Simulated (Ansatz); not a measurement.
**CaC2-type LaC2**

Level of theory: DFT, PBEsol, scalar-relativistic, no spin polarisation; plane waves to 420 eV with PAW datasets (Ansatz 0.2.0), 12×12×12 k-mesh, Gaussian smearing of 0.05 eV. The datasets are Ansatz's generated set soft_2.

```
La C
1.0
    -1.94594    1.94594    3.26302
     1.94594   -1.94594    3.26302
     1.94594    1.94594   -3.26302
La C
1 2
Cartesian
  0.0000 0.0000 0.0000
  0.0000 0.0000 2.6157
  0.0000 0.0000 3.9104
```

The start was a prototype's sites filled with these elements; the Crystallography Open Database holds the compound in this structure.

Task: Which orbitals carry the states at the Fermi level, and how many states are there?

Result: Within 0.1 eV of it: La 5d 52 %, C 2p 33 %, La 4f 13 % (shares among the projected shells). The density of states at the Fermi level is about 0.99 states/eV per cell, averaged over 0.3 eV.

Density of states (tetrahedra, averaged over 0.4 eV; states/eV per cell of 3 atoms; energy in eV from the Fermi level; projections on Löwdin-orthogonalised atomic orbitals, summed over sites):

```
    E  total  La 4f  C 2p  La 5d  C 2s  La 5p
-6.45    1.2    0.0   0.4    0.2   0.4    0.0
-6.05    1.6    0.0   0.5    0.3   0.6    0.0
-5.65    1.3    0.0   0.5    0.2   0.5    0.1
-5.25    0.9    0.0   0.3    0.1   0.4    0.0
-4.85    1.3    0.0   0.9    0.2   0.1    0.0
-4.45    2.8    0.0   2.0    0.5   0.1    0.0
-4.05    2.2    0.0   1.7    0.3   0.0    0.1
-3.65    3.2    0.1   2.5    0.4   0.1    0.2
-3.25    1.9    0.1   1.4    0.2   0.1    0.1
-2.85    1.1    0.0   0.7    0.2   0.1    0.0
-2.45    1.4    0.0   0.9    0.2   0.2    0.1
-2.05    1.2    0.0   0.8    0.2   0.2    0.1
-1.65    0.2    0.0   0.1    0.1   0.0    0.0
-1.25    0.3    0.0   0.1    0.2   0.0    0.0
-0.85    0.5    0.0   0.2    0.2   0.0    0.0
-0.45    0.7    0.1   0.2    0.4   0.0    0.0
-0.05    1.0    0.1   0.3    0.5   0.0    0.0
 0.35    1.2    0.2   0.4    0.6   0.0    0.0
 0.75    1.4    0.3   0.4    0.6   0.0    0.0
 1.15    1.7    0.6   0.5    0.5   0.0    0.0
 1.55    2.6    1.4   0.7    0.5   0.0    0.0
 1.95    2.7    2.0   0.3    0.4   0.0    0.0
 2.35    7.3    6.9   0.1    0.2   0.0    0.0
 2.75   16.2   15.6   0.2    0.4   0.0    0.0
 3.15    6.3    4.7   0.5    1.0   0.1    0.0
 3.55    3.3    1.3   0.5    1.3   0.1    0.0
 3.95    2.8    0.5   0.6    1.6   0.1    0.0
```

The calculation's cell holds 19 valence electrons, an odd number. Without magnetic order each band takes two, so one stays part-filled and the crystal must be a metal. (Only strong correlation, outside this picture, could make a Mott insulator of it.)

Scalar-relativistic only: spin–orbit splittings of the heavy atoms' levels are missing. Spin polarisation wasn't tried.
